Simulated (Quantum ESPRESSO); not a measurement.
## Kohn-Sham bands of BaSnO3 (cubic perovskite)

```
BaSnO3
1.0
    4.14347     0.00000     0.00000
    0.00000     4.14347     0.00000
    0.00000     0.00000     4.14347
Ba Sn O
1 1 3
Direct
  0.50000   0.50000   0.50000
  0.00000   0.00000   0.00000
  0.00000   0.50000   0.00000
  0.50000   0.00000   0.00000
  0.00000   0.00000   0.50000
```

Structure: Materials Project mp-3163, symmetrised, not relaxed again. COD (Crystallography Open Database) records the formula in this space group. Ideal cubic forms of this type are often high-temperature phases that distort on cooling; symmetry holds the cell here, and its stability was not tested. Method: LDA plane waves in Quantum ESPRESSO 7.5 (PseudoDojo norm-conserving files, 68 Ry, no spin polarisation, no spin-orbit coupling), Bloch states on a 8×8×8 mesh through Γ, Wannier90 4.0.1. Density: 8×8×8 mesh, Gaussian smearing 0.01 Ry. Spin-orbit coupling is left out although heavy elements are present.

Energies are relative to the valence-band maximum; weights are on the orthonormalised atomic waves of the pseudopotential files, averaged over the group. 42 electrons a cell are treated as valence.

| bands | from (eV) | to (eV) | filling | weight on atomic waves |
|---|---|---|---|---|
| 1 | -24.83 | -24.66 | filled | (withheld) |
| 2–3 | -20.54 | -20.05 | filled | (withheld) |
| 4–6 | -19.84 | -19.81 | filled | (withheld) |
| 7–9 | -17.36 | -14.45 | filled | (withheld) |
| 10–12 | -10.42 | -9.66 | filled | (withheld) |
| 13–21 | -8.98 | 0.00 | filled | (withheld) |

Question: Which atomic shells make up each group?

Answer: 
- 1, weight on atomic waves: Ba 5s 94 %
- 2–3, weight on atomic waves: Sn 4d 90 %, O 2s 8 %
- 4–6, weight on atomic waves: Sn 4d 100 %
- 7–9, weight on atomic waves: O 2s 75 %, Sn 5p 11 %, Sn 4d 5 %
- 10–12, weight on atomic waves: Ba 5p 93 %
- 13–21, weight on atomic waves: O 2p 85 %, Sn 5p 5 %

The Kohn-Sham gap over both meshes and the path is 0.55 eV.
